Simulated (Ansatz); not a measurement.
# TiCrP (P-62m): electronic heat capacity from the density of states

Computed with Ansatz 0.2.0, DFT r2SCAN, scalar-relativistic, plane waves, PAW.

Settings: cutoff 500 eV, Γ-centred mesh 6×6×12 on the computed 9-atom cell, Gaussian smearing of 0.10 eV; collinear spin from starting moments -0.18 -0.18 -0.18 0.49 0.49 0.49 0 0 0 μB.

Relaxed cell: P-62m, a = 6.378 Å, b = 6.378 Å, c = 3.235 Å, α = 90.00°, β = 90.00°, γ = 120.00°, 9 atoms in the primitive cell. Whether it is the stable form of this composition wasn't checked.

The density of states at the Fermi level is 2.288 states/eV in the cell of 9 atoms (3 formula units; both spins, tetrahedra on a 9×9×18 mesh). The run ends with a moment of 0.82 μB a cell (largest on a site 0.45 μB), and the figure is for this state; a paramagnetic sample can have a quite different one. Another magnetic order, if the compound takes it, can change N(E_F) and the shape of the cell a good deal, and may open a gap, where γ is close to zero.

Task: What Sommerfeld coefficient does this give?

Result: Per formula unit N(E_F) = 0.763 states/eV. γ = (π²/3) k_B² N(E_F) N_A = 2.357 mJ/(mol K²) per state/eV, so γ = 1.8 mJ/(mol K²), a mole of formula units. This is the bare band result: a measured γ of the same phase and magnetic order is as a rule larger by a factor 1 + λ from phonons and spin fluctuations. N(E_F) at one energy is sensitive to the mesh where the density of states has sharp peaks.

The state reached may not be the lowest one.

Only this magnetic start was tried.

Cost: 1 run of about 12 core-minutes, on Arm Neoverse V2 (shared hosts).